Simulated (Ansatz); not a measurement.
Cs$_{2}$HgPdCl$_{6}$ (space group I4/mmm)

```xyz
10
Lattice="-3.7456 3.7456 5.3794 3.7456 -3.7456 5.3794 3.7456 3.7456 -5.3794" Properties=species:S:1:pos:R:3 pbc="T T T"
Cs     0.0000     3.7456     2.6897
Cs     3.7456     0.0000     2.6897
Hg     0.0000     0.0000     5.3794
Pd     0.0000     0.0000     0.0000
Cl     0.0000     0.0000     7.7252
Cl     0.0000     0.0000     3.0336
Cl     1.6461     1.6461     0.0000
Cl     2.0994     2.0994     5.3794
Cl     2.0994    -2.0994     5.3794
Cl    -2.0994     2.0994     5.3794
```

The volume is varied about the relaxed value V₀ at fixed cell shape. The atoms relax within the cell's symmetry.

These are r2SCAN (plane waves to 500 eV, PAW, scalar-relativistic; Ansatz, a first-principles code) values and carry that method's errors. k mesh 6×6×6 (Γ-centred), Fermi-Dirac smearing 0.05 eV. Energies are smeared free energies. Compression counts positive. With the shape held, the modulus is that of even scaling; a crystal free to change shape is softer. Cs2HgPdCl6 is run without spin polarisation and with no Hubbard U. Cs2HgPdCl6 was relaxed with its symmetry unable to fall. Spin-orbit coupling is left out, though Hg is heavy. ΔE is measured from the relaxed starting cell.

| V (Å³/atom) | ΔE (meV/atom) |
|---|---|
| 28.376 | withheld |
| 28.678 | 4.8 |
| 28.980 | 3.0 |
| 29.282 | 1.6 |
| 29.584 | 0.7 |
| 29.886 | 0.2 |
| 30.188 | 0.0 |
| 30.490 | 0.2 |
| 30.791 | 0.7 |
| 31.093 | 1.5 |
| 31.395 | 2.5 |
| 31.697 | 3.8 |
| 31.999 | 5.4 |

### Question
Fit a third-order Birch-Murnaghan form (E₀, V₀, B₀, B₀′ free) to the given rows and predict ΔE at V = 28.376.

### Answer
Least squares on the 12 given rows: ΔE = E₀ + (9V₀B₀/16)·y²·[2 + (B₀′ − 4)y], y = (V₀/V)^(2/3) − 1, with V₀ = 30.176 Å³/atom, B₀ = 18.11 GPa (160.2 GPa = 1 eV/Å³; the term in eV is multiplied by 1000), B₀′ = 6.62, E₀ = 0.01 meV/atom; root-mean-square residual 0.02 meV/atom. At 28.376 the fit gives 7.1 meV/atom; the calculation gives 7.1 meV/atom, the same to the digits shown. For the pressure the fit gives 1.36 GPa against the computed 1.36 GPa.

(Under strain, the slope of the energy per volume gives the stress and its curvature an elastic modulus.)
